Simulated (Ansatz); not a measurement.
CoSi$_{3}$: magnetovolume behaviour

These are results of DFT PBE, scalar-relativistic, plane waves, PAW (Ansatz 0.2.0), not measurements.

```yaml
crystal:
  lattice:
    - [0.00000, 2.94834, 2.94834]
    - [2.94834, 0.00000, 2.94834]
    - [2.94834, 2.94834, 0.00000]
  atoms:
    - { symbol: Si, position: [0.25000, 0.25000, 0.25000] }
    - { symbol: Si, position: [0.75000, 0.75000, 0.75000] }
    - { symbol: Si, position: [0.50000, 0.50000, 0.50000] }
    - { symbol: Co, position: [0.00000, 0.00000, 0.00000] }
```

| Item | Value |
| --- | --- |
| plane-wave cutoff | 420 eV |
| Γ-centred k-mesh | 12×12×12 |
| occupation rule | Gaussian smearing, 0.1 eV |
| list of starting moments (μB, in atom order) | 0 0 0 2 |
| check for lower electronic states after the SCF | off |

The cell is scaled evenly at fixed fractional positions, V₀ being the volume of the cell shown; start: ferromagnetic. The states are those that the runs reached from these starts; a lower one can exist. Energies are extrapolated to zero smearing.

Site moments are spin moments in atom-centred spheres that scale with the neighbour distance.

```
 V/V₀  E above lowest (meV/atom) P (GPa) cell moment (μB) site moments (μB)
0.800                      320.1     49.3              0.38           Co +0.33
0.860                      137.2     28.2              0.34           Co +0.31
0.920                       39.5     13.3              0.28           Co +0.27
0.960                        9.2      5.9              0.24           Co +0.24
1.000                        0.0      0.0              0.21           Co +0.22
1.040                          ?        ?                 ?                  ?
1.100                          ?        ?                 ?                  ?
1.180                      126.6    -15.1              0.09           Co +0.11
```

Fill in the withheld rows.

The withheld rows:

```csv
V/V₀,E above lowest (meV/atom),P (GPa),cell moment (μB),site moments (μB)
1.040,7.8,-4.7,0.19,Co +0.20
1.100,44.5,-10.2,0.14,Co +0.17
```

Cost: 8 runs of about 1.3 core-minutes in all, on Intel Xeon 6975P-C (Granite Rapids) (shared hosts).